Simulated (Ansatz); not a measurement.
Starting cell, Ag (fcc, Cu type):

```yaml
crystal:
  lattice:
    - [0.00000, 4.14857, 4.14857]
    - [2.07429, 2.07429, 4.14857]
    - [2.07429, 2.07429, 0.00000]
  atoms:
    - { symbol: Ag, position: [0.00000, 0.00000, 0.00000] }
    - { symbol: Ag, position: [0.50000, 0.00000, 0.00000] }
```

The atoms are displaced by Q × the pattern below (from a DFPT mode at X = (0.5, 0.5, 0.0), largest move 1; Q in Å), at fixed cell. (q is in reciprocal vectors of the primitive cell; the cell shown is doubled to hold the pattern.)

```tsv
atom	x	y	z
Ag1	0.000	0.000	-1.000
Ag2	0.000	0.000	1.000
```

These are PBE (plane waves to 420 eV, PAW, scalar-relativistic; Ansatz, a program for electronic structure) values and carry that method's errors. k mesh 19×19×19 (Γ-centred), Fermi-Dirac smearing 0.05 eV. With partly filled bands, energies and forces of such displacements shift with the k mesh and the smearing. Ag was relaxed with its symmetry unable to fall. 

```tsv
Q (Å)	−dE/dQ from forces (eV/Å)
-0.100	1.981
-0.083	1.634
-0.067	1.297
-0.050	0.966
-0.033	0.641
-0.017	0.320
0.000	0.000
0.017	-0.320
0.033	-0.641
0.050	-0.966
0.067	-1.297
0.083	-1.634
0.100	-1.981
```

Task: What harmonic wavenumber does the curvature at Q = 0 give?

Result: 155 cm⁻¹. E″ = 19.18 eV/Å², M = Σ mᵢ|uᵢ|² = 215.7 u, ν̃ = 521.5·√(|E″|/M).

(A displaced cell: forces are minus the slopes of the energy, force constants its curvatures, and phonons follow from these.)
